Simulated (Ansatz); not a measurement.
InP:
```cif
data_In4P4
_chemical_formula_sum 'In4 P4'
_space_group_name_H-M_alt 'P42/mnm'
_space_group_IT_number 136
_space_group_name_Hall '-P 4n 2n'
_cell_length_a 7.20287
_cell_length_b 7.20287
_cell_length_c 4.18710
_cell_angle_alpha 90.000
_cell_angle_beta 90.000
_cell_angle_gamma 90.000
loop_
_atom_site_label
_atom_site_type_symbol
_atom_site_symmetry_multiplicity
_atom_site_Wyckoff_symbol
_atom_site_fract_x
_atom_site_fract_y
_atom_site_fract_z
_atom_site_occupancy
In1 In 4 g 0.17766 0.17766 0.50000 1
P1 P 4 f 0.31834 0.31834 0.00000 1
```

Relaxed with r²SCAN. DFT-r²SCAN in the program Ansatz with PAW potentials gives a gap of 1.16 eV.

Task: What gap does HSE06 give on the same cell (Ansatz, PAW)?

Result: 1.49 eV, 0.33 eV more. The hybrid was solved on a coarser mesh and at special points; its gap is the smallest among all of these.

| k | v1 r²SCAN | c1 r²SCAN | v1 HSE06 | c1 HSE06 |
|---|---|---|---|---|
| Γ | 0.00 | 1.16 | 0.00 | 1.49 |
| Z | -1.74 | 2.96 | ? | ? |
| M | -1.06 | 2.44 | -1.14 | 2.85 |
| A | -1.36 | 1.63 | ? | ? |
| R | -1.01 | 2.43 | ? | ? |
| X | -0.57 | 2.38 | ? | ? |

Task: Top valence (v1) and lowest conduction level (c1) in eV from each method's valence maximum (which need not be a listed point): supply the withheld HSE06 values.

Result: 
- Z, v1 HSE06: -1.85
- Z, c1 HSE06: 3.41
- X, v1 HSE06: -0.63
- X, c1 HSE06: 2.80
- R, v1 HSE06: -1.08
- R, c1 HSE06: 2.86
- A, v1 HSE06: -1.44
- A, c1 HSE06: 2.02

Cost on shared cores: the r²SCAN run (SCF on a 4×4×7 mesh, then bands and DOS) about 3 core-minutes (a rough figure), the HSE06 run (SCF on 3×3×4, then a few points) around 5 core-minutes (rough); the tasks are unlike.

Space group P4_2/mnm. The start of the workflow was typed in or built on a structure type; neither database checked (COD, Materials Project) lists it. It is not the phase usual at ambient conditions (space group No. 216). The cell was relaxed with r²SCAN under the symmetry of its start; whether a distortion lowers the energy is not shown. The volume moved by 22 % from the start of the relaxation. Spin–orbit coupling is left out wherever it is not named.

Potentials: the earlier of the program's two PAW sets.
